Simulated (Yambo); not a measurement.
Convergence of the G0W0 gap of CsCaBr3

G0W0@PBEsol for CsCaBr₃ (cubic perovskite, space group Pm-3m, No. 221) in Yambo. Reference settings: 2×2×2 Γ-centred k mesh, 330 bands and a 8 Ry block in the screening, 330 bands in G with the Bruneval-Gonze terminator, plasmon pole fitted at 27.2 eV. The PBEsol gap R → Γ on this mesh is 4.30 eV; G0W0 gaps are taken between the same points.

| change from the reference | G0W0 gap R → Γ (eV) | shift of the valence edge (eV) | rough Yambo cost |
|---|---|---|---|
| reference settings | 6.51 | -1.57 | 1 |
| 111 bands in W, 111 bands in G | 6.41 | -1.31 | about 1/3 |
| 206 bands in W, 206 bands in G | 6.46 | -1.48 | within a factor of two |
| 111 bands in G | 6.49 | -1.52 | – |
| 206 bands in G | 6.50 | -1.56 | – |
| 142 bands in W | 6.44 | -1.42 | within a factor of two |
| 2 Ry block | 6.13 | -1.23 | about 1/2 |
| 3 Ry block | 6.19 | -1.30 | about 1/2 |
| 7 Ry block | 6.50 | -1.56 | within a factor of two |
| pole fitted at 40 eV | 6.54 | -1.63 | – |
| no random integration | 6.41 | -1.35 | – |
| 111 bands in G, no terminator | 6.29 | -1.08 | – |
| 206 bands in G, no terminator | 6.42 | -1.37 | – |
| no terminator | 6.48 | -1.49 | – |

The reference isn't shown to be the converged limit. Costs are rough (shared machines), scaled to the same edge states, and given only for runs that recompute the screening.

Spin-orbit splittings are left out. The cell is held in this high symmetry; tilts and polar distortions were not searched.

Geometry of the Materials Project entry, not relaxed at this level; primitive cell a = 5.709 Å, b = 5.709 Å, c = 5.709 Å, α = 90.00°, β = 90.00°, γ = 90.00°.

The structure is a Materials Project entry; no match was found in the copy of COD used, and its stability was not checked.

A shift is the quasiparticle energy of the state minus its PBEsol energy.
